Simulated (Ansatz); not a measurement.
La2Si:
Space group R-3m, hexagonal axes (No. 166); a = b = 4.249 Å, c = 21.524 Å, α = β = 90.00°, γ = 120.00°

```
atom  site  symmetry       x       y       z
----  ----  --------  ------  ------  ------
La      6c        3m  0.0000  0.0000  0.2548
Si      3a       -3m  0.0000  0.0000  0.0000
```
(The calculation used a cell of 3 atoms; values per cell refer to that cell.)

Relaxed with r²SCAN+D4.

Q: Which orbitals make up the states near the Fermi level in r²SCAN+D4 in the plane-wave PAW code Ansatz?

A: Within 0.5 eV of the Fermi level: La 5d 70 %, La 6s 10 %, Si 3p 8 %. Projections are on Löwdin-orthogonalised atomic valence shells; empty p or d shells of many metals are not among them.

Q: Tabulate the density of states.

A: States/eV per cell of 3 atoms, in 0.25 eV bins, energy from the Fermi level.

```tsv
E (eV)	total	La 5d	La 4f	Si 3p
-7.25	0.00	0.00	0.00	0.00
-7.00	0.87	0.03	0.01	0.00
-6.75	2.70	0.40	0.03	0.01
-6.50	4.43	1.17	0.05	0.01
-6.25	0.00	0.00	0.00	0.00
-6.00	0.00	0.00	0.00	0.00
-5.75	0.00	0.00	0.00	0.00
-5.50	0.00	0.00	0.00	0.00
-5.25	0.00	0.00	0.00	0.00
-5.00	0.00	0.00	0.00	0.00
-4.75	0.00	0.00	0.00	0.00
-4.50	0.00	0.00	0.00	0.00
-4.25	0.00	0.00	0.00	0.00
-4.00	0.00	0.00	0.00	0.00
-3.75	0.00	0.00	0.00	0.00
-3.50	0.00	0.00	0.00	0.00
-3.25	0.00	0.00	0.00	0.00
-3.00	0.09	0.01	0.00	0.03
-2.75	0.33	0.06	0.00	0.11
-2.50	1.38	0.45	0.02	0.48
-2.25	2.70	0.94	0.04	1.01
-2.00	2.88	0.99	0.05	1.20
-1.75	1.92	0.72	0.04	0.78
-1.50	3.50	1.36	0.10	1.55
-1.25	5.61	2.49	0.13	2.65
-1.00	3.72	1.79	0.17	1.61
-0.75	2.05	0.93	0.13	0.90
-0.50	2.80	1.73	0.08	0.34
-0.25	3.68	2.30	0.12	0.44
0.00	3.32	2.38	0.12	0.24
0.25	4.52	3.36	0.25	0.25
0.50	1.77	1.43	0.18	0.05
0.75	4.04	2.94	0.52	0.16
1.00	3.05	2.05	0.51	0.17
1.25	2.83	1.78	0.70	0.13
1.50	4.62	2.39	1.89	0.12
1.75	7.55	2.23	4.89	0.11
```

The start of the workflow was typed in or built on a structure type; neither database checked (COD, Materials Project) lists it. Its standing as an ambient phase is unchecked. Symmetry was held in the r²SCAN+D4 relaxation; its stability against distortions is not shown here. Spin–orbit coupling is left out wherever it is not named.

Potentials: the earlier of the program's two PAW sets. The files were generated under PBE; for other functionals the program regenerates the frozen cores, and for LDA and PBEsol the local potential too.
